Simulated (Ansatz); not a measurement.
Input, command and steps of an Ansatz relaxation.

```yaml
crystal:
  lattice:
    - [4.6769437754, 0.0, 0.0]
    - [-2.3384718877, 4.0503521215, 0.0]
    - [0.0, 0.0, 6.7775956917]
  atoms:
    - { symbol: Ag, position: [0.5, 0.0, 0.5] }
    - { symbol: Ag, position: [0.0, 0.5, 0.5] }
    - { symbol: Ag, position: [0.5, 0.5, 0.5] }
    - { symbol: Cl, position: [0.0, 0.0, 0.3120696986] }
    - { symbol: Cl, position: [0.0, 0.0, 0.6879303014] }
basis:
  ecutwfc: 420
kpoints:
  mp_grid: { grid: [6, 6, 4] }
hamiltonian:
  xc: pbe
scf:
  occupations: { method: gaussian, width: 0.1 }
  lower_state_search: "off"
output:
  forces: true
  stress: true
  eigenvalues: true
relax:
  adjacent_minimum: "off"
  f_tol: 0.04
  max_steps: 70
  cell: { stress_tol: 0.4 }
```

```bash
ansatz run input.yaml --threads 1 --pin off --max-ram 2560MiB --backend cpu --events-out ev --progress --plain --runs-dir out
```

Theory: DFT PBE, scalar-relativistic, plane waves, PAW in Ansatz 0.2.0.

Of 12 frames 10 are shown, positions in Å and forces in eV/Å; the SCF threshold varies from step to step. Steps run on the plane waves of an earlier cell, with a Pulay correction in the pressure. The basis is chosen afresh for the last frame, the zero of the energies, and at times for earlier ones too; energy and pressure step there, also at an unchanged geometry. Here that happened at step 7 (-8 meV/atom, 0.5 GPa); the frames before carry an error of that size.

```xyz
5
Lattice="4.6769 0.0000 0.0000 -2.3385 4.0504 0.0000 0.0000 0.0000 6.7776" Properties=species:S:1:pos:R:3:forces:R:3 pbc="T T T" step=1 free_energy_over_end_meV_per_atom=995.06 pressure_GPa=34.01
Ag    2.3385    0.0000    3.3888    0.0000    0.0000    0.0000
Ag   -1.1692    2.0252    3.3888    0.0000    0.0000    0.0000
Ag    1.1692    2.0252    3.3888    0.0000    0.0000    0.0000
Cl    0.0000    0.0000    2.1151    0.0000    0.0000   -5.1174
Cl    0.0000    0.0000    4.6625    0.0000    0.0000    5.1174
5
Lattice="4.9074 0.0000 0.0000 -2.4537 4.2499 0.0000 0.0000 0.0000 6.8720" Properties=species:S:1:pos:R:3:forces:R:3 pbc="T T T" step=2 free_energy_over_end_meV_per_atom=308.29 pressure_GPa=14.38
Ag    2.4537    0.0000    3.4360    0.0000    0.0000    0.0000
Ag   -1.2268    2.1250    3.4360    0.0000    0.0000    0.0000
Ag    1.2268    2.1250    3.4360    0.0000    0.0000    0.0000
Cl    0.0000    0.0000    1.9977    0.0000    0.0000   -1.6047
Cl    0.0000    0.0000    4.8743    0.0000    0.0000    1.6047
5
Lattice="5.1376 0.0000 0.0000 -2.5688 4.4493 0.0000 0.0000 0.0000 7.0199" Properties=species:S:1:pos:R:3:forces:R:3 pbc="T T T" step=3 free_energy_over_end_meV_per_atom=82.07 pressure_GPa=5.54
Ag    2.5688    0.0000    3.5100    0.0000    0.0000    0.0000
Ag   -1.2844    2.2247    3.5100    0.0000    0.0000    0.0000
Ag    1.2844    2.2247    3.5100    0.0000    0.0000    0.0000
Cl    0.0000    0.0000    2.0441    0.0000    0.0000   -0.9839
Cl    0.0000    0.0000    4.9758    0.0000    0.0000    0.9839
5
Lattice="5.3568 0.0000 0.0000 -2.6784 4.6391 0.0000 0.0000 0.0000 7.1212" Properties=species:S:1:pos:R:3:forces:R:3 pbc="T T T" step=5 free_energy_over_end_meV_per_atom=10.14 pressure_GPa=-0.26
Ag    2.6784    0.0000    3.5606    0.0000    0.0000    0.0000
Ag   -1.3392    2.3196    3.5606    0.0000    0.0000    0.0000
Ag    1.3392    2.3196    3.5606    0.0000    0.0000    0.0000
Cl    0.0000    0.0000    1.9643    0.0000    0.0000    0.0725
Cl    0.0000    0.0000    5.1569    0.0000    0.0000   -0.0725
5
Lattice="5.3477 0.0000 0.0000 -2.6738 4.6312 0.0000 0.0000 0.0000 7.0642" Properties=species:S:1:pos:R:3:forces:R:3 pbc="T T T" step=6 free_energy_over_end_meV_per_atom=9.75 pressure_GPa=0.02
Ag    2.6738    0.0000    3.5321    0.0000    0.0000    0.0000
Ag   -1.3369    2.3156    3.5321    0.0000    0.0000    0.0000
Ag    1.3369    2.3156    3.5321    0.0000    0.0000    0.0000
Cl    0.0000    0.0000    1.9508    0.0000    0.0000   -0.0048
Cl    0.0000    0.0000    5.1135    0.0000    0.0000    0.0048
5
Lattice="5.3477 0.0000 0.0000 -2.6738 4.6312 0.0000 0.0000 0.0000 7.0642" Properties=species:S:1:pos:R:3:forces:R:3 pbc="T T T" step=7 free_energy_over_end_meV_per_atom=1.96 pressure_GPa=0.50
Ag    2.6738    0.0000    3.5321    0.0000    0.0000    0.0000
Ag   -1.3369    2.3156    3.5321    0.0000    0.0000    0.0000
Ag    1.3369    2.3156    3.5321    0.0000    0.0000    0.0000
Cl    0.0000    0.0000    1.9508    0.0000    0.0000   -0.0050
Cl    0.0000    0.0000    5.1135    0.0000    0.0000    0.0050
5
Lattice="5.3806 0.0000 0.0000 -2.6903 4.6597 0.0000 0.0000 0.0000 7.2297" Properties=species:S:1:pos:R:3:forces:R:3 pbc="T T T" step=8 free_energy_over_end_meV_per_atom=0.68 pressure_GPa=0.11
Ag    2.6903    0.0000    3.6148    0.0000    0.0000    0.0000
Ag   -1.3452    2.3299    3.6148    0.0000    0.0000    0.0000
Ag    1.3452    2.3299    3.6148    0.0000    0.0000    0.0000
Cl    0.0000    0.0000    2.0438    0.0000    0.0000   -0.0588
Cl    0.0000    0.0000    5.1858    0.0000    0.0000    0.0588
5
Lattice="5.3847 0.0000 0.0000 -2.6923 4.6633 0.0000 0.0000 0.0000 7.4508" Properties=species:S:1:pos:R:3:forces:R:3 pbc="T T T" step=10 free_energy_over_end_meV_per_atom=0.31 pressure_GPa=-0.04
Ag    2.6923    0.0000    3.7254    0.0000    0.0000    0.0000
Ag   -1.3462    2.3316    3.7254    0.0000    0.0000    0.0000
Ag    1.3462    2.3316    3.7254    0.0000    0.0000    0.0000
Cl    0.0000    0.0000    2.1401    0.0000    0.0000    0.0136
Cl    0.0000    0.0000    5.3106    0.0000    0.0000   -0.0136
5
Lattice="5.3847 0.0000 0.0000 -2.6924 4.6633 0.0000 0.0000 0.0000 7.5568" Properties=species:S:1:pos:R:3:forces:R:3 pbc="T T T" step=11 free_energy_over_end_meV_per_atom=0.31 pressure_GPa=-0.04
Ag    2.6924    0.0000    3.7784    0.0000    0.0000    0.0000
Ag   -1.3462    2.3317    3.7784    0.0000    0.0000    0.0000
Ag    1.3462    2.3317    3.7784    0.0000    0.0000    0.0000
Cl    0.0000    0.0000    2.1942    0.0000    0.0000    0.0068
Cl    0.0000    0.0000    5.3625    0.0000    0.0000   -0.0068
5
Lattice="5.3847 0.0000 0.0000 -2.6924 4.6633 0.0000 0.0000 0.0000 7.5568" Properties=species:S:1:pos:R:3:forces:R:3 pbc="T T T" step=12 free_energy_over_end_meV_per_atom=0.00 pressure_GPa=-0.04
Ag    2.6924    0.0000    3.7784    0.0000    0.0000    0.0000
Ag   -1.3462    2.3317    3.7784    0.0000    0.0000    0.0000
Ag    1.3462    2.3317    3.7784    0.0000    0.0000    0.0000
Cl    0.0000    0.0000    2.1942    0.0000    0.0000    0.0069
Cl    0.0000    0.0000    5.3625    0.0000    0.0000   -0.0069
```

The start is a random arrangement. The cell swells from 25.7 to 38.0 Å³ an atom, so the end can be far from any stable crystal. At the end the space group is P6/mmm (tolerance 0.05 Å).

Time: 32 s on 1 thread of AMD EPYC 9R45 96-Core Processor (Zen 5), on a shared host, peak memory 0.54 GiB.

The k mesh is coarse. The cell holds layers, and where no dispersion correction was added their binding is poorly described. Spin polarisation was left out, and a magnetic state may lie lower.